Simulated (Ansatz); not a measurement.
# MoS2 with phosphorus replacing Mo: do the settings matter for the field gradients?

This input was run with Ansatz:

```yaml
crystal:
  lattice:
    - [9.507, 0.0, 0.0]
    - [-4.7535, 8.2333035138, 0.0]
    - [0.0, 0.0, 12.324]
  atoms:
    - { symbol: P, position: [0.1111111111, 0.2222222222, 0.25] }
    - { symbol: Mo, position: [0.1111111111, 0.5555555556, 0.25] }
    - { symbol: Mo, position: [0.1111111111, 0.8888888889, 0.25] }
    - { symbol: Mo, position: [0.4444444444, 0.2222222222, 0.25] }
    - { symbol: Mo, position: [0.4444444444, 0.5555555556, 0.25] }
    - { symbol: Mo, position: [0.4444444444, 0.8888888889, 0.25] }
    - { symbol: Mo, position: [0.7777777778, 0.2222222222, 0.25] }
    - { symbol: Mo, position: [0.7777777778, 0.5555555556, 0.25] }
    - { symbol: Mo, position: [0.7777777778, 0.8888888889, 0.25] }
    - { symbol: Mo, position: [0.2222222222, 0.1111111111, 0.75] }
    - { symbol: Mo, position: [0.2222222222, 0.4444444444, 0.75] }
    - { symbol: Mo, position: [0.2222222222, 0.7777777778, 0.75] }
    - { symbol: Mo, position: [0.5555555556, 0.1111111111, 0.75] }
    - { symbol: Mo, position: [0.5555555556, 0.4444444444, 0.75] }
    - { symbol: Mo, position: [0.5555555556, 0.7777777778, 0.75] }
    - { symbol: Mo, position: [0.8888888889, 0.1111111111, 0.75] }
    - { symbol: Mo, position: [0.8888888889, 0.4444444444, 0.75] }
    - { symbol: Mo, position: [0.8888888889, 0.7777777778, 0.75] }
    - { symbol: S, position: [0.1111111111, 0.2222222222, 0.623] }
    - { symbol: S, position: [0.1111111111, 0.5555555556, 0.623] }
    - { symbol: S, position: [0.1111111111, 0.8888888889, 0.623] }
    - { symbol: S, position: [0.4444444444, 0.2222222222, 0.623] }
    - { symbol: S, position: [0.4444444444, 0.5555555556, 0.623] }
    - { symbol: S, position: [0.4444444444, 0.8888888889, 0.623] }
    - { symbol: S, position: [0.7777777778, 0.2222222222, 0.623] }
    - { symbol: S, position: [0.7777777778, 0.5555555556, 0.623] }
    - { symbol: S, position: [0.7777777778, 0.8888888889, 0.623] }
    - { symbol: S, position: [0.2222222222, 0.1111111111, 0.123] }
    - { symbol: S, position: [0.2222222222, 0.4444444444, 0.123] }
    - { symbol: S, position: [0.2222222222, 0.7777777778, 0.123] }
    - { symbol: S, position: [0.5555555556, 0.1111111111, 0.123] }
    - { symbol: S, position: [0.5555555556, 0.4444444444, 0.123] }
    - { symbol: S, position: [0.5555555556, 0.7777777778, 0.123] }
    - { symbol: S, position: [0.8888888889, 0.1111111111, 0.123] }
    - { symbol: S, position: [0.8888888889, 0.4444444444, 0.123] }
    - { symbol: S, position: [0.8888888889, 0.7777777778, 0.123] }
    - { symbol: S, position: [0.1111111111, 0.2222222222, 0.877] }
    - { symbol: S, position: [0.1111111111, 0.5555555556, 0.877] }
    - { symbol: S, position: [0.1111111111, 0.8888888889, 0.877] }
    - { symbol: S, position: [0.4444444444, 0.2222222222, 0.877] }
    - { symbol: S, position: [0.4444444444, 0.5555555556, 0.877] }
    - { symbol: S, position: [0.4444444444, 0.8888888889, 0.877] }
    - { symbol: S, position: [0.7777777778, 0.2222222222, 0.877] }
    - { symbol: S, position: [0.7777777778, 0.5555555556, 0.877] }
    - { symbol: S, position: [0.7777777778, 0.8888888889, 0.877] }
    - { symbol: S, position: [0.2222222222, 0.1111111111, 0.377] }
    - { symbol: S, position: [0.2222222222, 0.4444444444, 0.377] }
    - { symbol: S, position: [0.2222222222, 0.7777777778, 0.377] }
    - { symbol: S, position: [0.5555555556, 0.1111111111, 0.377] }
    - { symbol: S, position: [0.5555555556, 0.4444444444, 0.377] }
    - { symbol: S, position: [0.5555555556, 0.7777777778, 0.377] }
    - { symbol: S, position: [0.8888888889, 0.1111111111, 0.377] }
    - { symbol: S, position: [0.8888888889, 0.4444444444, 0.377] }
    - { symbol: S, position: [0.8888888889, 0.7777777778, 0.377] }
total_charge: 1
kpoints:
  mp_grid: { grid: [3, 3, 2] }
scf:
  occupations: { method: cold, width: 0.01 }
hamiltonian:
  xc: pbe
  pseudopotentials: { kind: paw }
output:
  forces: true
  stress: true
  populations: true
  efg:
    quadrupole_moments_barn: { Mo: -0.022, S: -0.0694 }
    contact_densities: true
```

```sh
ansatz run input.yaml --threads 4 --pin off --max-ram 8192MiB --backend cpu --events-out ev --progress --plain --runs-dir out
```

It converged. Of its output the block on the nuclei alone is shown, without the SCF iterations, energies, forces and stress (one atom of each set):

```
--- PAW observables at the nuclei: V_zz in 10²¹ V/m², potentials from the cell's mean, atoms counted from 1 ---
  atom   1  P  V_zz =    -1.298701   η = 0.0000   by run symmetry: allowed
            electrostatic potential = -1494.723755 V   contact ρ = 16038.280748 e/Å³
  atom   2  Mo V_zz =    -8.761253   η = 0.2754   by run symmetry: allowed   C_q = +4.6606 MHz
            electrostatic potential = -6350.777057 V   contact ρ = 595255.355064 e/Å³
  atom   6  Mo V_zz =    -8.391409   η = 0.0000   by run symmetry: allowed   C_q = +4.4639 MHz
            electrostatic potential = -6350.771895 V   contact ρ = 595255.038659 e/Å³
  atom   8  Mo V_zz =    -8.642027   η = 0.0000   by run symmetry: allowed   C_q = +4.5972 MHz
            electrostatic potential = -6350.744522 V   contact ρ = 595254.963165 e/Å³
  atom  10  Mo V_zz =    -7.285787   η = 0.0056   by run symmetry: allowed   C_q = +3.8757 MHz
            electrostatic potential = -6350.943803 V   contact ρ = 595254.715211 e/Å³
  atom  12  Mo V_zz =    -7.179109   η = 0.0095   by run symmetry: allowed   C_q = +3.8190 MHz
            electrostatic potential = -6350.938925 V   contact ρ = 595254.644951 e/Å³
  atom  14  Mo V_zz =    -7.055885   η = 0.0065   by run symmetry: allowed   C_q = +3.7534 MHz
            electrostatic potential = -6350.932450 V   contact ρ = 595254.613782 e/Å³
  atom  19  S  V_zz =    -5.183156   η = 0.0000   by run symmetry: allowed   C_q = +8.6978 MHz
            electrostatic potential = -1636.536028 V   contact ρ = 19771.536496 e/Å³
  atom  20  S  V_zz =    -4.906265   η = 0.0074   by run symmetry: allowed   C_q = +8.2331 MHz
            electrostatic potential = -1636.504553 V   contact ρ = 19771.428115 e/Å³
  atom  24  S  V_zz =    -4.901044   η = 0.0000   by run symmetry: allowed   C_q = +8.2244 MHz
            electrostatic potential = -1636.506276 V   contact ρ = 19771.466809 e/Å³
  atom  26  S  V_zz =    -4.878292   η = 0.0000   by run symmetry: allowed   C_q = +8.1862 MHz
            electrostatic potential = -1636.498596 V   contact ρ = 19771.413637 e/Å³
  atom  28  S  V_zz =    -4.765251   η = 0.9210   by run symmetry: allowed   C_q = +7.9965 MHz
            electrostatic potential = -1636.363533 V   contact ρ = 19773.068036 e/Å³
  atom  30  S  V_zz =    -4.696058   η = 0.1474   by run symmetry: allowed   C_q = +7.8804 MHz
            electrostatic potential = -1636.343900 V   contact ρ = 19771.877828 e/Å³
  atom  32  S  V_zz =    -5.556905   η = 0.0158   by run symmetry: allowed   C_q = +9.3250 MHz
            electrostatic potential = -1636.280764 V   contact ρ = 19771.788606 e/Å³
```

(1) Can these gradients be trusted, and how do they compare with a run on standard settings?

## Answers

(1) They agree with the standard run. Against the standard input the change is `scf.occupations.method`: fermi_dirac → cold. A site carries the number of its first atom; V_zz in 10²¹ V/m².

```csv
site,V_zz standard,η standard,V_zz here,η here
P,-1.29,0.00,-1.30,0.00
Mo2,-8.75,0.27,-8.76,0.28
Mo6,-8.34,0.00,-8.39,0.00
Mo8,-8.62,0.00,-8.64,0.00
Mo10,-7.27,0.01,-7.29,0.01
Mo12,-7.17,0.01,-7.18,0.01
Mo14,-7.05,0.01,-7.06,0.01
S19,-5.18,0.00,-5.18,0.00
S24,-4.90,0.00,-4.90,0.00
S28,-4.75,0.92,-4.77,0.92
S30,-4.70,0.15,-4.70,0.15
S32,-5.54,0.01,-5.56,0.02
```

The largest change of V_zz is on Mo6, from -8.34 to -8.39. In per cent, |V_zz| changes by 0 to +1 on Mo, 0 on S (all sites that start above 2). The table leaves out 2 of the 14 sites, with |V_zz| up to 4.91; their tensors move by 0.01 at most along any direction. The statements above cover all sites. SCF iterations: 12 and 18.

On the reference run: The run isn't spin-polarised, and a state with spin may lie lower. The defect repeats with the cell of 54 atoms, so it feels its images: sites between two images don't show the values beside a lone defect, and zeros or small values of η there can come from the images' arrangement. Mo and S carry a gradient in the pure host already, so the values there aren't the defect's effect alone. A uniform background compensates the cell's charge. The defect cell has no gap above 0.1 eV on its mesh, so the values can hang on the smearing and the k-mesh. Without spin–orbit coupling (the program notes it for Mo) the gradients can shift somewhat, as the gap is small. The neighbours have not yet relaxed around the defect (largest force 0.85 eV/Å), so a real crystal will differ.
